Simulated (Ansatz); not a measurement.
SiGe$_{3}$ in space group P-4m2 (No. 115; Si on 1a, Ge on 2g, Ge on 1c) at seven volumes, PBEsol (plane waves, PAW; program Ansatz), shape and atoms relaxed at each. One row is withheld.

| V (Å³/atom) | P (GPa) |
|---|---|
| 20.024 | ? |
| 20.684 | 5.34 |
| 21.344 | 2.44 |
| 22.004 | 0.00 |
| 22.664 | -2.06 |
| 23.324 | -3.80 |
| 23.984 | -5.14 |

**Question.** Fit the shown pressures and predict the withheld one.

**Answer.** Third-order Birch–Murnaghan: P = (3/2)B₀(x^(7/2) − x^(5/2))[1 + (3/4)(B′ − 4)(x − 1)] with x = (V₀/V)^(2/3). Least squares on the six rows gives V₀ = 21.999 Å³/atom, B₀ = 74.35 GPa, B′ = 5.04. At V = 20.024, x = 1.0647 and P = 8.87 GPa. The run itself gave 8.76 GPa.

The start of the workflow was typed in or built on a structure type; neither database checked (COD, Materials Project) lists it. Its standing as an ambient phase is unchecked. The cell was relaxed with PBEsol under the symmetry of its start; whether a distortion lowers the energy is not shown.

Potentials: the earlier of the program's two PAW sets. The files were generated under PBE; for other functionals the program regenerates the frozen cores, and for LDA and PBEsol the local potential too.
